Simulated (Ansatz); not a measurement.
Nb3Sn, one structure, two calculations

Cell: a structure deposited in the COD, whose atoms a relaxation with PBE at fixed cell left in place.

```cif
data_Nb3Sn
_symmetry_space_group_name_H-M 'Pm-3n'
_symmetry_Int_Tables_number 223
_cell_length_a 5.2821
_cell_length_b 5.2821
_cell_length_c 5.2821
_cell_angle_alpha 90.000
_cell_angle_beta 90.000
_cell_angle_gamma 90.000
loop_
_atom_site_label
_atom_site_type_symbol
_atom_site_symmetry_multiplicity
_atom_site_Wyckoff_symbol
_atom_site_fract_x
_atom_site_fract_y
_atom_site_fract_z
Nb Nb 6 c 0.2500 0.0000 0.5000
Sn Sn 2 a 0.0000 0.0000 0.0000
```

One atom of each set is listed.

First run. Level of theory: DFT, PBE, plane waves and PAW, scalar-relativistic, 420 eV cutoff, Γ-centred 6×6×6 k-points, Fermi–Dirac smearing 0.05 eV (Ansatz 0.2.0).

```csv
site,V_zz (10²¹ V/m²),η
Nb,5.91,0.00
```

Second run. The same atoms and settings, except that the functional is r2SCAN and the cutoff is 500 eV.

Question: Given the first result, estimate the second.

Answer: 

```json
{"site": "Nb", "V_zz": "6.09", "η": "0.00", "change of V_zz": "+0.18"}
```

The largest change of V_zz is on Nb, from 5.91 to 6.09. In per cent, |V_zz| changes by +3 on Nb (all sites that start above 2). Sites without a gradient aren't listed.

The run finds no gap above 0.1 eV (a metal, or nearly one), so the gradients can move by 10 % or more with the k-mesh. Without spin–orbit coupling (the program notes it for Nb and Sn) the gradients can shift somewhat, as the gap is small.
